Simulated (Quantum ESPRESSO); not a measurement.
## Ga4CAs3 (a curve over one atom's position)

Computed values, not a measurement. The program is pw.x of Quantum ESPRESSO 7.5 (plane-wave density functional theory). The cell is made up: 8 atoms on a zincblende/diamond lattice, with randomly drawn elements, strain and displacements, not relaxed. PseudoDojo standard norm-conserving files (v0.5 for PBE, v0.4.1 for LDA and PBEsol) set the functional; there is no spin polarisation, spin-orbit coupling or dispersion term, and the masses in the input are unused placeholders. A spin-polarised start on this cell or one of its family kept no moment.

Seven runs move atom 6 (As, counted in the order of the input) along y and keep all else fixed.

Input of the run at -0.0040:

```
&control calculation='scf', pseudo_dir='./dojo.nc.sr.pbe.v0_5.standard.upf', outdir='./o', disk_io='low', tprnfor=.true., tstress=.true. /
&system ibrav=0, nat=8, ntyp=3, nbnd=61, ecutwfc=84.00895049, nosym=.true., tot_charge=0,
 occupations='smearing', smearing='fd', degauss=0.0073498644
/
&electrons conv_thr=7.350e-09, electron_maxstep=60, /
ATOMIC_SPECIES
As 1.0 As.upf
C 1.0 C.upf
Ga 1.0 Ga.upf
CELL_PARAMETERS angstrom
5.9291 -0.0265 -0.0377
-0.0265 5.8735 -0.0009
-0.0377 -0.0009 5.9198
ATOMIC_POSITIONS angstrom
Ga 0.0257 0.0493 0.0372
Ga 0.0436 2.9111 2.9392
Ga 3.0143 -0.0437 2.921
Ga 2.8328 2.9191 -0.0703
C 1.4921 1.4029 1.4887
As 1.4814 4.4449 4.4202
As 4.3304 1.4 4.3624
As 4.3343 4.3554 1.4288
K_POINTS automatic
6 6 6 1 1 1
```

| shift of atom 6 along y (Å) | free energy less that of the input shown (eV) | Fx on atom 6 (eV/Å) | Fy on atom 6 (eV/Å) | Fz on atom 6 (eV/Å) | pressure (GPa) | iterations |
| --- | --- | --- | --- | --- | --- | --- |
| -0.1373 | 0.0709 | -0.656 | 1.034 | -0.313 | -7.49 | 11 |
| -0.0766 | 0.0220 | -0.626 | 0.576 | -0.230 | -7.61 | 12 |
| -0.0040 | 0.0000 | -0.602 | 0.033 | -0.140 | -7.70 | 12 |
| +0.0472 | 0.0080 | -0.592 | -0.342 | -0.081 | -7.73 | 12 |
| +0.1088 | 0.0426 | -0.585 | -0.781 | -0.013 | -7.71 | 12 |
| +0.1330 | 0.0636 | -0.584 | -0.948 | 0.013 | -7.70 | 12 |

Question: one run is left out of the table, at -0.0505. Estimate its Fy on atom 6 (eV/Å).

Answer: 0.379. The whole row:

```
shift of atom 6 along y (Å)  free energy less that of the input shown (eV)  Fx on atom 6 (eV/Å)  Fy on atom 6 (eV/Å)  Fz on atom 6 (eV/Å)  pressure (GPa)  iterations
                    -0.0505                                         0.0096               -0.616                0.379               -0.197           -7.65          12
```

A cubic fit gives dFy/dy = -7.39 eV/Å² at zero shift. Across the table the free energy follows the integral of the force to within 0.1 meV. A rerun of one of the cells at 1437 eV and a 8 x 8 x 8 mesh moved values by no more than 0.003 eV in energy, 0.02 GPa in stress and 0.002 eV/Å in force.